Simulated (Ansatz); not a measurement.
Ge in space group P6_3/mmc (No. 194; Ge on 4e, Ge on 4f) at seven volumes, plane-wave PAW r²SCAN (Ansatz code), shape and atoms relaxed at each. One row is withheld.

```csv
V (Å³/atom),P (GPa)
20.755,8.43
21.439,5.12
22.124,?
22.808,0.00
23.492,-1.98
24.176,-3.52
24.861,-4.91
```

**Question.** Fit the shown pressures and predict the withheld one.

**Answer.** P = (3/2)B₀(x^(7/2) − x^(5/2))[1 + (3/4)(B′ − 4)(x − 1)] with x = (V₀/V)^(2/3). Least squares on the six rows gives V₀ = 22.807 Å³/atom, B₀ = 70.6 GPa, B′ = 5.03. At V = 22.124, x = 1.0205 and P = 2.32 GPa. The run itself gave 2.34 GPa.

The workflow started from a Materials Project entry (that database holds measured and hypothetical structures alike); the Crystallography Open Database copy checked does not list it. It is not the phase usual at ambient conditions (space group No. 227). The cell was relaxed with r²SCAN under the symmetry of its start; phonons on a q-mesh show no instability.

Potentials: the later of the program's two PAW sets.
